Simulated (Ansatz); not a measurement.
# Ta, hcp: geometry optimisation

Level of theory: DFT, r2SCAN, plane waves (500 eV) with PAW, scalar-relativistic (Ansatz 0.2.0). The PAW files were generated under PBE, with cores re-solved for the functional.

k-point mesh 12×12×7, Fermi-Dirac smearing 0.1 eV, no spin polarisation. Cell and atoms relax.

Starting structure:

```yaml
crystal:
  lattice:
    - [2.9451288715, 0.0, 0.0]
    - [-1.4725644358, 2.5505564202, 0.0]
    - [0.0, 0.0, 4.8093954472]
  atoms:
    - { symbol: Ta, position: [0.3333333333, 0.6666666667, 0.25] }
    - { symbol: Ta, position: [0.6666666667, 0.3333333333, 0.75] }
hamiltonian:
  xc: r2scan
  pseudopotentials:
    kind: paw
    azcp:
      Ta: "pseudopotentials/Ta.paw.azcp"
basis:
  ecutwfc: 500
  fft_grid_basis: typed
kpoints:
  mp_grid: { grid: [12, 12, 7], shift: [0, 0, 0] }
magnetization:
  spin_polarized: false
scf:
  occupations: { method: fermi_dirac, width: 0.1 }
relax:
  max_steps: 60
  f_tol: 0.01
  cell: {}
```

Problem. The pressure at the start is 5.0 GPa. By how much does the volume change?

Solution. From 18.06 to 18.49 Å³ per atom, 2.4 %. The final cell has a = 2.886 Å, c = 5.128 Å (c/a = 1.777).

Problem. How much energy does the relaxation gain?

Solution. 55.4 meV per atom.

Path of the relaxation (the plane waves are chosen anew near the end, which can shift the energy a little):

```json
{"step": "0", "E − E(final) (meV/atom)": "55.38", "V (Å³/atom)": "18.063", "P (GPa)": "5.04", "max force (eV/Å)": "0.000"}
{"step": "1", "E − E(final) (meV/atom)": "16.76", "V (Å³/atom)": "18.935", "P (GPa)": "-4.46", "max force (eV/Å)": "0.000"}
{"step": "2", "E − E(final) (meV/atom)": "2.29", "V (Å³/atom)": "18.693", "P (GPa)": "-2.12", "max force (eV/Å)": "0.000"}
{"step": "3", "E − E(final) (meV/atom)": "0.28", "V (Å³/atom)": "18.479", "P (GPa)": "0.13", "max force (eV/Å)": "0.000"}
{"step": "4", "E − E(final) (meV/atom)": "0.24", "V (Å³/atom)": "18.489", "P (GPa)": "0.02", "max force (eV/Å)": "0.000"}
{"step": "5", "E − E(final) (meV/atom)": "0.00", "V (Å³/atom)": "18.489", "P (GPa)": "0.03", "max force (eV/Å)": "0.000"}
{"step": "6", "E − E(final) (meV/atom)": "0.00", "V (Å³/atom)": "18.492", "P (GPa)": "0.00", "max force (eV/Å)": "0.000"}
{"step": "7", "E − E(final) (meV/atom)": "0.00", "V (Å³/atom)": "18.492", "P (GPa)": "0.00", "max force (eV/Å)": "0.000"}
```
